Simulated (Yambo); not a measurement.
K2PdC2 (space group P-3m1, No. 164), G0W0@LDA in Yambo (3×3×2 mesh, plasmon pole; 8 Ry block, no terminator). The number N of bands in W and G is varied.

```json
[
 {"N": "81", "x = 1/N": "0.01235", "gap A → (0, 0.333, -0.5) (eV)": "2.685", "shift of the valence edge (eV)": "-0.048"},
 {"N": "121", "x = 1/N": "0.00826", "gap A → (0, 0.333, -0.5) (eV)": "2.651", "shift of the valence edge (eV)": "-0.187"},
 {"N": "169", "x = 1/N": "0.00592", "gap A → (0, 0.333, -0.5) (eV)": "2.663", "shift of the valence edge (eV)": "-0.310"},
 {"N": "220", "x = 1/N": "0.00455", "gap A → (0, 0.333, -0.5) (eV)": "?", "shift of the valence edge (eV)": "?"}
]
```

Basis-set arguments suggest E = E∞ + A x. Fix A and E∞ from the two rows above the withheld one, predict the row at 220 bands, and test the form.

Gap: A = (2.663 − (2.651))/(0.00592 − 0.00826) = -5.13, E∞ = 2.693 eV, so 2.670 eV is predicted; the run gave 2.689 eV (miss 19 meV). The first two rows have slope 8.31, so the form doesn't hold yet over the whole range. Shift: A = (-0.310 − (-0.187))/(0.00592 − 0.00826) = 52.6, E∞ = -0.621 eV, so -0.382 eV is predicted; the run gave -0.398 eV (miss 16 meV). The first two rows have slope 34.0, so the form doesn't hold yet over the whole range. The other settings are held fixed.

Spin-orbit coupling is not included.

Geometry of the Materials Project entry, not relaxed at this level; primitive cell a = b = 5.1182 Å, c = 5.2581 Å, α = β = 90.00°, γ = 120.00°.

The structure is a Materials Project entry; no match was found in the copy of COD used, and its stability was not checked.

A shift is the quasiparticle energy of the state minus its LDA energy.
